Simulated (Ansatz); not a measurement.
P:
```cif
data_P4
_chemical_formula_sum 'P4'
_space_group_name_H-M_alt 'P 1'
_space_group_IT_number 1
_cell_length_a 5.18804
_cell_length_b 5.18804
_cell_length_c 5.18804
_cell_angle_alpha 109.471
_cell_angle_beta 109.471
_cell_angle_gamma 109.471
loop_
_space_group_symop_operation_xyz
  'x, y, z'
loop_
_atom_site_label
_atom_site_type_symbol
_atom_site_fract_x
_atom_site_fract_y
_atom_site_fract_z
_atom_site_occupancy
P1 P 0.00000 0.25000 0.50000 1
P2 P 0.25000 0.50000 0.00000 1
P3 P 0.50000 0.00000 0.25000 1
P4 P 0.25000 0.25000 0.25000 1
```

Relaxed with DFT-r²SCAN in the program Ansatz with PAW potentials. Indices refer to the conventional cell of I4_132, a = b = c = 5.9906 Å, α = β = γ = 90.00°.

Question: Simulate the powder diffraction pattern (Ag Kα, λ = 0.560885 Å; lines above 1 %) up to 2θ = 30°.

Answer: Simulated powder pattern, Ag Kα, λ = 0.560885 Å (kinematic, ideal powder, no thermal factors, no anomalous dispersion; the 30 strongest lines at most, above 1 %, up to 2θ = 30°):

```csv
2θ (°),d (Å),I/Imax (%),hkl
7.59,4.236,100,(110)
13.17,2.446,43,(211)
17.03,1.894,20,(310)
18.67,1.729,21,(222)
20.18,1.601,25,(321)
21.59,1.498,10,(400)
22.91,1.412,13,(411)+(330)
25.37,1.277,6.3,(332)
27.62,1.175,14,(431)+(510)
29.71,1.094,7.6,(521)
```

The start of the workflow was typed in or built on a structure type; neither database checked (COD, Materials Project) lists it. It is not the phase usual at ambient conditions (space group No. 64). The cell was relaxed with r²SCAN under the symmetry of its start; its stability against distortions is not shown here. The volume moved by 28 % from the start of the relaxation.

Potentials: the later of the program's two PAW sets.
